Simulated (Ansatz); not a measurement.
Data:

GaN:
```yaml
crystal:
  lattice:
    - [3.18312, 0.00000, 0.00000]
    - [-1.59156, 2.75666, 0.00000]
    - [0.00000, 0.00000, 5.18369]
  atoms:
    - { symbol: Ga, position: [0.66667, 0.33333, 0.00099] }
    - { symbol: Ga, position: [0.33333, 0.66667, 0.50099] }
    - { symbol: N, position: [0.66667, 0.33333, 0.62421] }
    - { symbol: N, position: [0.33333, 0.66667, 0.12421] }
```

This is the r²SCAN-relaxed structure. Tensor components refer to the Cartesian frame of this cell.

Problem. All from plane-wave PAW r²SCAN (Ansatz code), unless another level is named. Predict the hole effective mass with spin–orbit coupling, band 1 of 2 at the edge.

Solution. 2.1 along z (mₑ).

Problem. And the hole effective mass, band 1 of 2 at the edge?

Solution. 2.2 along x, 2.0 along z (mₑ).

Problem. Give the formation energy from the elements (no fitted shifts).

Solution. -0.65 eV/atom.

Problem. Give the weight of the conduction-edge state by species (Voronoi cells).

Solution. N 52 %, Ga 48 %.

Space group P6_3mc (wurtzite). The r²SCAN relaxation kept the symmetry of its start. The references are the lowest solids computed at this level, not always the standard phases (solids in place of the gases). Scalar-relativistic: spin–orbit coupling is off unless named, which matters more the heavier the elements.

Potentials: the later of the program's two PAW sets.

Edges and masses are those of Kohn–Sham bands, whose gap is no quasiparticle gap.
